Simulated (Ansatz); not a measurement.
ZnO (wurtzite)

```
CELL_PARAMETERS angstrom
      3.23518     0.00000     0.00000
     -1.61759     2.80175     0.00000
      0.00000     0.00000     5.21141
ATOMIC_POSITIONS crystal
  Zn 0.66667 0.33333 0.00241
  Zn 0.33333 0.66667 0.50241
  O  0.66667 0.33333 0.62279
  O  0.33333 0.66667 0.12279
```

Equation-of-state scan: isotropic scaling of the cell above, V₀ being its volume. The atoms relax within the cell's symmetry.

Calculation: r2SCAN (plane waves to 500 eV, PAW, scalar-relativistic; Ansatz, a program for electronic structure). k mesh 12×12×7 (Γ-centred), Fermi-Dirac smearing 0.05 eV. The energy includes the smearing's −TS. Stress and pressure are positive under compression. With the shape held, the modulus is that of even scaling; a crystal free to change shape is softer. ZnO was relaxed with its symmetry unable to fall. ΔE is measured from the relaxed starting cell.

| V (Å³/atom) | ΔE (meV/atom) |
|---|---|
| 9.920 | 193.4 |
| 10.235 | 127.0 |
| 10.550 | 77.0 |
| 10.865 | 41.1 |
| 11.180 | 17.4 |
| 11.494 | 4.1 |
| 11.809 | 0.0 |
| 12.124 | 3.8 |
| 12.439 | withheld |
| 12.754 | 30.8 |
| 13.069 | 52.4 |
| 13.384 | 78.4 |
| 13.699 | 108.3 |

Question: Fit a third-order Birch-Murnaghan form (E₀, V₀, B₀, B₀′ free) to the given rows and predict ΔE at V = 12.439.

Answer: Least squares on the 12 given rows: ΔE = E₀ + (9V₀B₀/16)·y²·[2 + (B₀′ − 4)y], y = (V₀/V)^(2/3) − 1, with V₀ = 11.810 Å³/atom, B₀ = 149.9 GPa (160.2 GPa = 1 eV/Å³; the term in eV is multiplied by 1000), B₀′ = 4.39, E₀ = 0.03 meV/atom; root-mean-square residual 0.06 meV/atom. At 12.439 the fit gives 14.3 meV/atom; the calculation gives 14.3 meV/atom, the same to the digits shown. For the pressure the fit gives -6.9 GPa against the computed -7.0 GPa.

(A scan under strain: stresses follow from slopes of the energy per volume, elastic moduli from its curvatures.)
